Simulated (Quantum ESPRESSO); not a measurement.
pw.x input (Quantum ESPRESSO 7.5; PBEsol, PseudoDojo standard norm-conserving files, scalar-relativistic):

```
&CONTROL
  calculation = 'scf'
  pseudo_dir = './pseudo'
  outdir = './out'
  tprnfor = .true.
  tstress = .true.
/
&SYSTEM
  ibrav = 0
  nat = 7
  ntyp = 2
  ecutwfc = 94.0
  ecutrho = 376.0
  occupations = 'smearing'
  smearing = 'fd'
  degauss = 0.002
  nbnd = 33
/
&ELECTRONS
  conv_thr = 7.000000000000001e-10
/
ATOMIC_SPECIES
F 18.9984 F.upf
Cr 51.9961 Cr.upf
CELL_PARAMETERS angstrom
  2.402404887000   1.387029108000   4.369217000000
 -2.402404887000   1.387029108000   4.369217000000
  0.000000000000  -2.774058217000   4.369217000000
ATOMIC_POSITIONS crystal
F   0.368600000000   0.081840000000   0.779000000000
F   0.631400000000   0.918160000000   0.221000000000
F   0.779000000000   0.368600000000   0.081840000000
F   0.221000000000   0.631400000000   0.918160000000
F   0.081840000000   0.779000000000   0.368600000000
F   0.918160000000   0.221000000000   0.631400000000
Cr   0.000000000000   0.000000000000   0.000000000000
K_POINTS automatic
8 8 8 0 0 0
```

End of the output:

```

[...]
     the Fermi energy is     0.4138 ev
!    total energy              =    -472.54926376 Ry
     estimated scf accuracy    <          1.5E-10 Ry
     smearing contrib. (-TS)   =      -0.00000000 Ry
     internal energy E=F+TS    =    -472.54926376 Ry
     The total energy is F=E-TS. E is the sum of the following terms:
     one-electron contribution =    -308.77499373 Ry
     hartree contribution      =     176.69669129 Ry
     xc contribution           =     -90.19417666 Ry
     ewald contribution        =    -250.27678465 Ry
     convergence has been achieved in  12 iterations
     Forces acting on atoms (cartesian axes, Ry/au):
     atom    1 type  1   force =    -0.00427028   -0.00781466   -0.00654988
     atom    2 type  1   force =     0.00427028    0.00781466    0.00654988
     atom    3 type  1   force =     0.00890283    0.00020916   -0.00654988
     atom    4 type  1   force =    -0.00890283   -0.00020916    0.00654988
     atom    5 type  1   force =    -0.00463255    0.00760550   -0.00654988
     atom    6 type  1   force =     0.00463255   -0.00760550    0.00654988
     atom    7 type  2   force =     0.00000000    0.00000000    0.00000000
     Total force =     0.027078     Total SCF correction =     0.000030
     Computing stress (Cartesian axis) and pressure
          total   stress  (Ry/bohr**3)                   (kbar)     P=       -2.63
  -0.00001660   0.00000000   0.00000000           -2.44        0.00        0.00
  -0.00000000  -0.00001660  -0.00000000           -0.00       -2.44       -0.00
  -0.00000000  -0.00000000  -0.00002052           -0.00       -0.00       -3.02
```
In a gapped system the printed Fermi energy is only some level inside the gap.

Geometry of the Materials Project entry, not relaxed at this level.

The runs are not spin-polarised; magnetic order was not tried.
